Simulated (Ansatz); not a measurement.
HfRu, DFT, PBEsol, all-electron PAW with datasets made for the crystal, scalar-relativistic (Ansatz 0.2.0), run on 1 thread of Arm Neoverse V1 on a shared host.

The geometry is COD entry 1523508, unchecked; take it as a test cell. The listed cell was then made from it by scaling, straining or moving an atom.

Command: `ansatz run input.yaml --threads 1 --pin off --max-ram 3072MiB --backend cpu --events-out ev --progress --plain --runs-dir out`

```yaml
crystal:
  lattice:
    - [3.25725, 0.0, 0.0]
    - [0.0, 3.25725, 0.0]
    - [0.0, 0.0, 3.225]
  atoms:
    - { symbol: Hf, position: [0.0, 0.0, 0.0] }
    - { symbol: Ru, position: [0.5, 0.5, 0.5] }
kpoints:
  mp_grid: { grid: [11, 11, 11] }
scf:
  occupations: { method: fermi_dirac, width: 0.08 }
hamiltonian:
  xc: pbesol
  pseudopotentials: { kind: all_electron, datasets: crystal }
output:
  forces: true
  stress: true
  eigenvalues: true
  efg: { contact_densities: true }
```

How large is the problem that the program sets up?

126 irreducible k-points, 587 plane waves at Γ, 28 bands.

Estimate the wall time and the peak memory.

36 s of wall time for 12 SCF iterations, with a peak of 0.83 GiB. Times on shared machines scatter by tens of per cent.

And the same cell and mesh by PAW with the default files, asked for forces, stress, eigenvalues, efg, on the same hardware?

8.4 s, peak memory 0.46 GiB.
